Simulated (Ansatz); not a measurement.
Total density of states per atom from LDA in the plane-wave PAW code Ansatz, in 0.25 eV bins, energy from the Fermi level:

```tsv
E (eV)	states/eV/atom
-7.85	0.23
-7.60	0.28
-7.35	0.35
-7.10	0.44
-6.85	0.31
-6.60	0.33
-6.35	0.42
-6.10	0.58
-5.85	0.79
-5.60	0.98
-5.35	1.41
-5.10	2.27
-4.85	2.10
-4.60	1.50
-4.35	2.24
-4.10	2.50
-3.85	2.10
-3.60	2.39
-3.35	3.55
-3.10	2.32
-2.85	2.02
-2.60	1.90
-2.35	0.64
-2.10	0.42
-1.85	0.39
-1.60	0.48
-1.35	0.42
-1.10	0.37
-0.85	0.34
-0.60	0.28
-0.35	0.23
-0.10	0.22
0.15	0.25
0.40	0.25
0.65	0.31
0.90	0.36
1.15	0.27
1.40	0.22
1.65	0.22
1.90	0.26
2.15	0.29
2.40	0.27
2.65	0.26
2.90	0.25
3.15	0.23
3.40	0.26
3.65	0.29
3.90	0.34
4.15	0.39
4.40	0.42
4.65	0.33
```

Pick the material that matches.
A) Cu3Si, I4/mmm (Si on 2a, Cu on 4d, Cu on 2b)
B) Si2Ni, fluorite or antifluorite type
C) CuCl, zinc blende
D) CoSi2, fluorite or antifluorite type

A, Cu3Si, I4/mmm (Si on 2a, Cu on 4d, Cu on 2b). Within 0.5 eV of the Fermi level: Si 3p 42 %, Cu 3d 26 %, Cu 4s 11 %, Si 3s 7 %, outside the projected shells 14 %. Projections are on Löwdin-orthogonalised atomic valence shells; empty p or d shells of many metals are not among them.

The first step of the workflow began from a Materials Project structure, measured or hypothetical; the Crystallography Open Database copy checked does not list it. Whether it is the stable phase at ambient conditions was not checked. Symmetry was held in the LDA relaxation; whether a distortion lowers the energy is not shown. The run is not spin-polarised.

Potentials: the later of the program's two PAW sets.
